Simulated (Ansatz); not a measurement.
Mg₂BBrN₂ in space group C2/c (No. 15; Mg on 8f, B on 4e, Br on 4e, N on 8f), r²SCAN in the plane-wave PAW code Ansatz. The conduction-band minimum lies at Γ, with 1 equivalent valley. Second derivatives d²E/dk² of the lowest band at one valley (eV·Å²), along Cartesian directions:

```json
[
 {"direction": "[100]", "d²E/dk²": "18.87"},
 {"direction": "[010]", "d²E/dk²": "24.17"},
 {"direction": "[001]", "d²E/dk²": "23.12"},
 {"direction": "[110]", "d²E/dk²": "21.52"},
 {"direction": "[101]", "d²E/dk²": "20.50"},
 {"direction": "[011]", "d²E/dk²": "23.65"}
]
```

Q: Find the principal effective masses, the density-of-states mass and the conductivity mass.

A: Off-diagonal terms follow from H_xy = H[110] − (H_xx + H_yy)/2, and m*/mₑ = 7.620 eV·Å² over each eigenvalue: 0.32, 0.33, 0.41. One valley's DOS mass (m₁m₂m₃)^(1/3) = 0.35, conductivity mass 3/(Σ 1/mᵢ) = 0.35 mₑ.

Q: What effective density of states Nc follows at 300 K for parabolic valleys?

A: Nc = 2.509e19 × 1 × (0.35)^(3/2) ≈ 5.2e18 cm⁻³.

The first step of the workflow began from a Materials Project structure, measured or hypothetical; the Crystallography Open Database copy checked does not list it. Whether it is the stable phase at ambient conditions was not checked. The cell was relaxed with r²SCAN under the symmetry of its start; whether a distortion lowers the energy is not shown. Spin–orbit coupling is left out wherever it is not named.

Potentials: the later of the program's two PAW sets.

Edges and masses are those of Kohn–Sham bands, whose gap is no quasiparticle gap.
